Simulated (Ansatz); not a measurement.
The start is a generated cell, WC built in the AFLOW prototype AB_hP12_194_df_ce (B18, as in CuS). The structure is fully relaxed (lattice and positions, P = 0) with r2SCAN (plane waves to 500 eV, PAW, scalar-relativistic; Ansatz, an electronic-structure program).

Ansatz input (later rounds restart from its end on a renewed k-mesh):
Ansatz 0.2 input:
```yaml
crystal:
  lattice:
    - [3.4339244, 0, 0]
    - [-1.7169622, 2.9738658, 0]
    - [0, 0, 14.1485287]
  atoms:
    - { symbol: W, position: [0.33333333, 0.66666667, 0.75] }
    - { symbol: W, position: [0.66666667, 0.33333333, 0.25] }
    - { symbol: W, position: [0.33333333, 0.66666667, 0.10724] }
    - { symbol: W, position: [0.66666667, 0.33333333, 0.60724] }
    - { symbol: W, position: [0.66666667, 0.33333333, 0.89276] }
    - { symbol: W, position: [0.33333333, 0.66666667, 0.39276] }
    - { symbol: C, position: [0.33333333, 0.66666667, 0.25] }
    - { symbol: C, position: [0.66666667, 0.33333333, 0.75] }
    - { symbol: C, position: [0, 0, 0.0637] }
    - { symbol: C, position: [0, 0, 0.5637] }
    - { symbol: C, position: [0, 0, 0.9363] }
    - { symbol: C, position: [0, 0, 0.4363] }
basis: { ecutwfc: 500, ecutrho_ratio: 4, xc_grid: 4, fft_grid_basis: typed }
kpoints: { mp_grid: { grid: [9, 9, 2] } }
hamiltonian:
  xc: r2scan
  dispersion: none
  pseudopotentials: { kind: paw }
scf: { occupations: { method: fermi_dirac, width: 0.05 } }
relax: { f_tol: 0.01, max_steps: 100, cell: { stress_tol: 0.02 } }
output: { forces: true, stress: true }
```

Largest initial force: 2.30 eV/Å, on W3, W4, W5, W6 (atoms numbered as listed)
Outcome: The space group stays P6₃/mmc (No. 194) (the run could not lower it), with 12 atoms in the primitive cell
Energy released: 0.23 eV/atom
Shortest distances (start → end): The closest pairs of elements (up to four, under 3.6 Å), start → end: C–C 1.80 → 2.68 Å; C–W 1.98 → 2.03 Å; W–W 2.83 → 2.95 Å
Band gap at the end: zero (metallic)
Optimiser moves: 14

Relaxed structure:

Space group P6₃/mmc (No. 194); a = 3.511 Å, b = 3.511 Å, c = 13.680 Å, α = 90.00°, β = 90.00°, γ = 120.00°

| atom | site | symmetry | x | y | z |
|---|---|---|---|---|---|
| W | 2d | -6m2 | 0.6667 | 0.3333 | 0.2500 |
| W | 4f | 3m. | 0.3333 | 0.6667 | 0.0937 |
| C | 2c | -6m2 | 0.3333 | 0.6667 | 0.2500 |
| C | 4e | 3m. | 0.0000 | 0.0000 | 0.0978 |

Final values are on a 12×12×3 k-mesh of the relaxed cell. No spin polarisation in the result.

The run could not lose the symmetry of its start, so the end can be a saddle point.

The relaxed structure here is a generated cell of WC: the first start was made by placing the elements on the sites of a structure type, and the end was not matched to a known phase here, so it may be hypothetical. Known forms of WC include space group No. 187.
